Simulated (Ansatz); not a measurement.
Rb (bcc, W type)

```cif
data_Rb2
_chemical_formula_sum 'Rb2'
_space_group_name_H-M_alt 'Im-3m'
_space_group_IT_number 229
_space_group_name_Hall '-I 4 2 3'
_cell_length_a 5.57509
_cell_length_b 5.57509
_cell_length_c 5.57509
_cell_angle_alpha 90.000
_cell_angle_beta 90.000
_cell_angle_gamma 90.000
loop_
_atom_site_label
_atom_site_type_symbol
_atom_site_symmetry_multiplicity
_atom_site_Wyckoff_symbol
_atom_site_fract_x
_atom_site_fract_y
_atom_site_fract_z
_atom_site_occupancy
Rb1 Rb 2 a 0.00000 0.00000 0.00000 1
```
(The calculation used a cell of 1 atom; values per cell refer to that cell.)

The volume is varied about the relaxed value V₀ at fixed cell shape. Symmetry pins the atoms to their sites.

The numbers are results of PBEsol (plane waves to 420 eV, PAW, scalar-relativistic; Ansatz, an electronic-structure program), not measurements. k mesh 12×12×12 (Γ-centred), Fermi-Dirac smearing 0.05 eV. E stands for the smeared free energy. Stress and pressure are positive under compression. Rb was relaxed with its symmetry unable to fall. The zero of ΔE is the relaxed starting cell.

Question: What ΔE (meV/atom) and P (GPa) does the calculation give at V/V₀ = 0.900, 0.920, 0.940, 0.960, 0.980, 1.020, 1.040, 1.100?

Answer: 
| V/V₀ | ΔE (meV/atom) | P (GPa) |
|---|---|---|
| 0.900 | 9 | 0.4 |
| 0.920 | 5 | 0.3 |
| 0.940 | 3 | 0.2 |
| 0.960 | 1 | 0.1 |
| 0.980 | 0 | 0.1 |
| 1.020 | 0 | -0.1 |
| 1.040 | 1 | -0.1 |
| 1.100 | 7 | -0.2 |

(Under strain, the slope of the energy per volume gives the stress and its curvature an elastic modulus.)
